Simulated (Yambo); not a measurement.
Yambo run on LiC (space group Immm, No. 71). The wavefunctions come from this Quantum ESPRESSO step (PBEsol, PseudoDojo standard norm-conserving files, scalar-relativistic):

```
&CONTROL
  calculation = 'nscf'
  pseudo_dir = './pseudo'
  outdir = './out'
/
&SYSTEM
  ibrav = 0
  nat = 4
  ntyp = 2
  ecutwfc = 82.0
  ecutrho = 328.0
  occupations = 'fixed'
  force_symmorphic = .true.
  nbnd = 83
/
&ELECTRONS
  conv_thr = 4e-09
  diago_full_acc = .true.
  diago_thr_init = 1e-08
/
ATOMIC_SPECIES
Li 6.9400 Li.upf
C 12.0110 C.upf
CELL_PARAMETERS angstrom
 -1.786960905000   2.403407276000   2.651899041000
  1.786960905000  -2.403407276000   2.651899041000
  1.786960905000   2.403407276000  -2.651899041000
ATOMIC_POSITIONS crystal
Li   0.738537128600   0.238537128600   0.500000000000
Li   0.261462871400   0.761462871400   0.500000000000
C   0.869039967300   0.000000000000   0.869039967300
C   0.130960032700  -0.000000000000   0.130960032700
K_POINTS automatic
6 6 6 0 0 0
```

Yambo input:

```
rim_cut
gw0
dyson
el_el_corr
HF_and_locXC
ppa
em1d
RandQpts= 1000000
RandGvec= 1 Ry
EXXRLvcs= 82 Ry
VXCRLvcs= 328 Ry
Chimod= "HARTREE"
% BndsRnXp
 3 | 82 |
%
NGsBlkXp= 8 Ry
% LongDrXp
 1.0 | 1.0 | 1.0 |
%
PPAPntXp= 27.2114 eV
% GbndRnge
 1 | 82 |
%
GTermKind= "BG"
DysSolver= "n"
ExtendOut
% QPkrange
 1 | 1 | 7 | 8 |
 4 | 4 | 7 | 8 |
 17 | 17 | 7 | 8 |
 20 | 20 | 7 | 8 |
 22 | 22 | 7 | 8 |
 46 | 46 | 7 | 8 |
%
```

k points by index: 1 = Γ, 4 = (0, 0, -0.5), 17 = (0, -0.5, 0), 20 = (0, -0.5, -0.5), 22 = (0.167, 0.167, 0.333), 46 = (-0.5, -0.5, -0.5).

The o-*.qp file then holds:

```
#    K-point    Band    Eo [eV]    E [eV]    E-Eo [eV]    Vxc [eV]    Vnlxc [eV]    Sc|Eo [eV]    Sc|E [eV]    dSc/dw|Eo [eV]    Re(Z)    Im(Z)
#
    1    7    -0.235555    -1.450651    -1.215097    -13.97644    -16.96448    1.446824    1.772944    -7.302668    0.788412    -0.001350
    1    8    3.186627    4.308595    1.121968    -10.73691    -6.413579    -2.940426    -3.201362    -6.327943    0.811325    -0.001377
    4    7    -0.186848    -1.317166    -1.130318    -13.66773    -17.81643    2.695144    3.018387    -7.780628    0.777642    -0.001707
    4    8    3.396532    4.183881    0.787349    -10.17457    -6.344367    -2.864095    -3.042856    -6.177335    0.814985    -0.001362
    17    7    -0.800581    -2.107992    -1.307411    -13.68705    -18.42815    3.040682    3.433689    -8.176979    0.768920    -0.003481
    17    8    3.389587    4.484493    1.094906    -10.56310    -6.174489    -3.039975    -3.293709    -6.305339    0.811873    -0.001378
    20    7    -0.463021    -1.664683    -1.201662    -13.79692    -18.22349    2.875844    3.224903    -7.902916    0.774932    -0.002103
    20    8    5.508107    6.749354    1.241247    -12.41002    -7.240943    -3.631721    -3.927834    -6.491696    0.807248    0.010561
    22    7    0.000000    -1.167300    -1.167300    -14.18502    -18.50157    2.810051    3.149246    -7.905969    0.774866    -0.001700
    22    8    3.890326    4.802940    0.912614    -10.80794    -6.524217    -3.157093    -3.371105    -6.380365    0.810059    -0.001449
    46    7    -0.857451    -2.144881    -1.287430    -12.95251    -17.47525    2.860097    3.235311    -7.926497    0.774387    -0.004807
    46    8    7.171696    7.877076    0.705380    -8.757182    -4.346562    -3.559833    -3.705240    -5.603373    0.829206    -0.005482
```
(The two width columns are left out.) Convergence of these settings isn't established.

Geometry relaxed with PBEsol.
